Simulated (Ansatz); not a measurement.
## Lattice vibrations of Al at Γ at 7 GPa

The calculation used Ansatz, DFT LDA, scalar-relativistic, plane waves, PAW. Plane waves to 420 eV; Γ-centred k mesh 18×18×10; Fermi-Dirac smearing of 0.15 eV. No spin polarisation. Phonons by linear response, acoustic sum rule imposed.

The cell, relaxed at 7 GPa:
```
CELL_PARAMETERS angstrom
2.75072 0.00000 0.00000
-1.37536 2.38219 0.00000
0.00000 0.00000 4.52155
ATOMIC_POSITIONS crystal
Al 0.66667 0.33333 0.75000
Al 0.33333 0.66667 0.25000
```

In a metal, frequencies and elastic constants depend on the k mesh and the smearing, soft modes and shear constants most. Other phases may be more stable at this pressure.

Task: Is this structure stable against zone-centre distortions?

Result: Yes, at Γ: no optical mode is imaginary. Strains and other wave vectors aren't tested by this run.

Task: List the optical modes at Γ (i marks imaginary ones).

Result:
```csv
frequency (THz),degeneracy
5.04,2
10.82,1
```

This form isn't the element's structure at ambient conditions.

Cost: 1 run of about 0.19 core-minutes, on Intel Xeon 6975P-C (Granite Rapids) (shared hosts).